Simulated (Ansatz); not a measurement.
Simulated powder pattern, Cu Kα, λ = 1.54184 Å (kinematic, ideal powder, no thermal factors, no anomalous dispersion; the 30 strongest lines at most, above 1 %, up to 2θ = 90°):

| 2θ (°) | I/Imax (%) |
|---|---|
| 29.04 | 86 |
| 48.34 | 100 |
| 57.39 | 31 |
| 70.77 | 13 |
| 78.25 | 11 |

The pattern belongs to a structure relaxed with DFT-LDA in the program Ansatz with PAW potentials.

**Question.** Which of these materials gives this?
A. CaO, rock salt
B. CaF2, fluorite
C. BaF2, fluorite
D. SiNF, Pmn2_1 (Si on 2a, N on 2a, F on 2a)

**Answer.** B, CaF2, fluorite

**Question.** Give the lattice parameters.

**Answer.** a = 5.326 Å.

Space group Fm-3m (fluorite). The cell was relaxed with LDA under the symmetry of its start.

Potentials: the earlier of the program's two PAW sets. The files were generated under PBE; for other functionals the program regenerates the frozen cores, and for LDA and PBEsol the local potential too.
